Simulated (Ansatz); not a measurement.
# Every step of a relaxation of bcc W (100), 5 layers

DFT, PBE, PAW with Ansatz's default frozen-core files, scalar-relativistic (Ansatz 0.2.0); a Γ-centred 11×11×1 k mesh, Fermi–Dirac smearing of 0.08 eV, no spin polarisation. The run relaxes the atoms in the fixed cell.

Command: `ansatz run input.yaml --threads 2 --pin off --max-ram 4096MiB --backend cpu --events-out ev --progress --plain --runs-dir out` It took 37 s on 2 threads of Intel(R) Xeon(R) 6975P-C (Granite Rapids), with other jobs on the host, peak memory 0.56 GiB.

```yaml
crystal:
  lattice:
    - [3.1834185691, 0.0, 0.0]
    - [0.0, 3.1834185691, 0.0]
    - [0.0, 0.0, 22.3668]
  atoms:
    - { symbol: W, position: [0.0, 0.0, 0.3576721495] }
    - { symbol: W, position: [0.5, 0.5, 0.4288360746] }
    - { symbol: W, position: [0.0, 0.0, 0.5] }
    - { symbol: W, position: [0.5, 0.5, 0.5711639255] }
    - { symbol: W, position: [0.0, 0.0, 0.6423278505] }
kpoints:
  mp_grid: { grid: [11, 11, 1] }
scf:
  occupations: { method: fermi_dirac, width: 0.08 }
hamiltonian:
  xc: pbe
  pseudopotentials: { kind: paw }
output:
  forces: true
  stress: true
  eigenvalues: true
relax:
  f_tol: 0.01
  max_steps: 40
efield:
  axis: 3
  amplitude: 0
  dipole_correction: true
```

Each step lists its free energy a cell above the last geometry, and Cartesian positions (Å) with forces (eV/Å).

The first step:

```
step 1  dF = 294.15 meV
  W 0.0000 0.0000 8.0000   0.0000 0.0000 1.7041
  W 1.5917 1.5917 9.5917   0.0000 0.0000 -1.5599
  W 0.0000 0.0000 11.1834   0.0000 0.0000 0.0000
  W 1.5917 1.5917 12.7751   0.0000 0.0000 1.5599
  W 0.0000 0.0000 14.3668   0.0000 0.0000 -1.7041
```

Spin–orbit coupling is left out, which matters for the heavy atoms.

Where does the relaxation end, and by which steps?

After 5 geometries, with a shortest distance of 2.664 Å. The further steps:
```
step 2  dF = 240.21 meV
  W 0.0000 0.0000 8.1947   0.0000 0.0000 -1.4158
  W 1.5917 1.5917 9.4873   0.0000 0.0000 2.0486
  W 0.0000 0.0000 11.1834   0.0000 0.0000 0.0000
  W 1.5917 1.5917 12.8795   0.0000 0.0000 -2.0486
  W 0.0000 0.0000 14.1721   0.0000 0.0000 1.4158
step 3  dF = 30.51 meV
  W 0.0000 0.0000 8.1973   0.0000 0.0000 -0.3294
  W 1.5917 1.5917 9.6049   0.0000 0.0000 -0.3692
  W 0.0000 0.0000 11.1834   0.0000 0.0000 0.0000
  W 1.5917 1.5917 12.7619   0.0000 0.0000 0.3692
  W 0.0000 0.0000 14.1695   0.0000 0.0000 0.3294
step 4  dF = 3.49 meV
  W 0.0000 0.0000 8.1242   0.0000 0.0000 0.1600
  W 1.5917 1.5917 9.5581   0.0000 0.0000 0.0283
  W 0.0000 0.0000 11.1834   0.0000 0.0000 0.0000
  W 1.5917 1.5917 12.8087   0.0000 0.0000 -0.0283
  W 0.0000 0.0000 14.2426   0.0000 0.0000 -0.1600
step 5  dF = 0.00 meV
  W 0.0000 0.0000 8.1430   0.0000 0.0000 0.0100
  W 1.5917 1.5917 9.5673   0.0000 0.0000 0.0023
  W 0.0000 0.0000 11.1834   0.0000 0.0000 0.0000
  W 1.5917 1.5917 12.7995   0.0000 0.0000 -0.0023
  W 0.0000 0.0000 14.2238   0.0000 0.0000 -0.0100
step 6  dF = 0.00 meV  (same geometry, solved once more)
  W 0.0000 0.0000 8.1430   0.0000 0.0000 0.0098
  W 1.5917 1.5917 9.5673   0.0000 0.0000 0.0021
  W 0.0000 0.0000 11.1834   0.0000 0.0000 0.0000
  W 1.5917 1.5917 12.7995   0.0000 0.0000 -0.0021
  W 0.0000 0.0000 14.2238   0.0000 0.0000 -0.0098
```
